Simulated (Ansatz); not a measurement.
Sn₂Au:
```yaml
crystal:
  lattice:
    - [0.00000, 4.27532, 4.27532]
    - [4.27532, 0.00000, 4.27532]
    - [4.27532, 4.27532, 0.00000]
  atoms:
    - { symbol: Sn, position: [0.62500, 0.62500, 0.62500] }
    - { symbol: Sn, position: [0.12500, 0.62500, 0.62500] }
    - { symbol: Sn, position: [0.62500, 0.12500, 0.62500] }
    - { symbol: Sn, position: [0.62500, 0.62500, 0.12500] }
    - { symbol: Au, position: [0.25000, 0.25000, 0.25000] }
    - { symbol: Au, position: [0.00000, 0.00000, 0.00000] }
```

Relaxed with r²SCAN. Special points in fractions of this cell's reciprocal vectors: Γ (0.000, 0.000, 0.000); X (0.500, 0.000, 0.500); U (0.625, 0.250, 0.625); K (0.375, 0.375, 0.750); L (0.500, 0.500, 0.500); W (0.500, 0.250, 0.750).

Question: List the band energies nearest the Fermi level at these points for r²SCAN with spin–orbit coupling (plane waves, PAW; program Ansatz).

Answer: In eV from the Fermi level; about four levels below and three above (degenerate sets whole), none deeper than 8.9 eV; points with the same levels are listed once.

```csv
k,below,above
Γ,-1.85 -1.85 -1.85 -1.85 -1.34 -1.34,0.33 0.33 0.37 0.37 0.37 0.37
X,-2.42 -2.42 -2.42 -2.42,0.30 0.30 0.30 0.30
U,-0.60 -0.60 -0.08 -0.08,0.22 0.22 1.60 1.60
L,-1.01 -1.01 -0.54 -0.54,0.93 0.93 1.45 1.45
W,-1.94 -1.94 -1.80 -1.80,0.94 0.94 1.25 1.25
```

Space group Fd-3m (cubic Laves (MgCu2 type)). The cell is a constructed one: a structure type filled with these elements; neither database checked (COD, Materials Project) lists it. COD files the formula under space group No. 61. Its standing as an ambient phase is unchecked. The cell was relaxed with r²SCAN under the symmetry of its start; its stability against distortions is not shown here.

Potentials: the earlier of the program's two PAW sets.
